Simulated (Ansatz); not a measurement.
All numbers below come from DFT PBE, scalar-relativistic, plane waves, PAW (Ansatz). Settings: cutoff 420 eV, Γ-centred meshes spaced at most about 0.3 Å⁻¹, and about 0.25 Å⁻¹ or finer for metals (2π included), Gaussian smearing. No spin polarisation in the final relaxations.

These are static total energies at zero pressure.

Two relaxed structures of AlHCl4:

1.

```cif
data_structure
_symmetry_space_group_name_H-M 'P-6m2'
_symmetry_Int_Tables_number 187
_cell_length_a 5.0372
_cell_length_b 5.0372
_cell_length_c 8.0739
_cell_angle_alpha 90.000
_cell_angle_beta 90.000
_cell_angle_gamma 120.000
_cell_volume 177.42
loop_
_atom_site_label
_atom_site_type_symbol
_atom_site_symmetry_multiplicity
_atom_site_Wyckoff_symbol
_atom_site_fract_x
_atom_site_fract_y
_atom_site_fract_z
_atom_site_occupancy
Al1 Al 1 e 0.66667 0.33333 0.00000 1
H1 H 1 a 0.00000 0.00000 0.00000 1
Cl1 Cl 1 c 0.33333 0.66667 0.00000 1
Cl2 Cl 3 k 0.16670 0.33340 0.50000 1
```

2.

```cif
data_structure
_symmetry_space_group_name_H-M 'P4/mmm'
_symmetry_Int_Tables_number 123
_cell_length_a 4.2825
_cell_length_b 4.2825
_cell_length_c 6.2621
_cell_angle_alpha 90.000
_cell_angle_beta 90.000
_cell_angle_gamma 90.000
_cell_volume 114.85
loop_
_atom_site_label
_atom_site_type_symbol
_atom_site_symmetry_multiplicity
_atom_site_Wyckoff_symbol
_atom_site_fract_x
_atom_site_fract_y
_atom_site_fract_z
_atom_site_occupancy
Al1 Al 1 c 0.50000 0.50000 0.00000 1
H1 H 1 b 0.00000 0.00000 0.50000 1
Cl1 Cl 4 i 0.50000 0.00000 0.23691 1
```

Problem. Which form is favoured at zero pressure, and by what margin per atom?

Solution. Cell 2 is lower, by 0.65 eV/atom. Cell 1 has space group P-6m2 (No. 187), 29.6 Å³/atom and no gap on its mesh; cell 2 has Al and H ordered on fluorite sites, space group P4/mmm (No. 123), 19.1 Å³/atom and no gap. The shortest distance is 2.52 Å (Cl–Cl) in cell 1 and 2.60 Å (Al–Cl) in cell 2. In cell 1, around Al lie 3 Cl at 2.91 Å and 3 H at 2.91 Å; H is surrounded by 3 Al at 2.91 Å and 3 Cl at 2.91 Å (long contacts); around Cl on a site of symmetry -6m2 lie 3 Al at 2.91 Å and 3 H at 2.91 Å; 1 more site not described. In cell 2, Al has 8 Cl at 2.60 Å; H is surrounded by 8 Cl at 2.70 Å (long contacts); Cl is surrounded by 2 Al at 2.60 Å, 2 H at 2.70 Å, 5 Cl at 2.97–3.03 Å and 1 Cl at 3.29 Å. Both come from invented guesses. A third cell relaxed alike, in P4/mmm, lies 0.45 eV/atom below the lower of the two.

No dispersion correction is applied, so the spacing and binding between layers, chains or molecules are poorly described (P-6m2), and this can change margins and order among such cells. With hydrogen, zero-point motion can shift such differences by 10 meV/atom or more. A magnetic state wasn't ruled out in cells without spin, among them P-6m2. Cells relaxed within their symmetry can be saddle points.
